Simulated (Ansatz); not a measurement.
CuTaS2 in space group P-3m1 (No. 164; S on 2d, Ta on 1a, Cu on 1b) at seven volumes, plane-wave PAW PBE+D3(BJ) (Ansatz code), shape and atoms relaxed at each. One row is withheld.

```tsv
V (Å³/atom)	P (GPa)
13.679	16.09
14.130	9.76
14.581	4.43
15.032	-0.01
15.483	-3.62
15.934	-6.56
16.385	?
```

Fit the shown pressures and predict the withheld one.

P = (3/2)B₀(x^(7/2) − x^(5/2))[1 + (3/4)(B′ − 4)(x − 1)] with x = (V₀/V)^(2/3). Least squares on the six rows gives V₀ = 15.036 Å³/atom, B₀ = 133 GPa, B′ = 5.32. At V = 16.385, x = 0.9443 and P = -9.09 GPa. The run itself gave -9.14 GPa.

A made-up cell: these elements were put on the sites of a structure type; neither database checked (COD, Materials Project) lists it. Its standing as an ambient phase is unchecked. The PBE+D3(BJ) relaxation kept the symmetry of its start; of distortions, only those at the zone centre were tested. No spin polarisation was allowed. Scalar-relativistic: spin–orbit coupling is off unless named, which matters more the heavier the elements.

Potentials: the later of the program's two PAW sets.
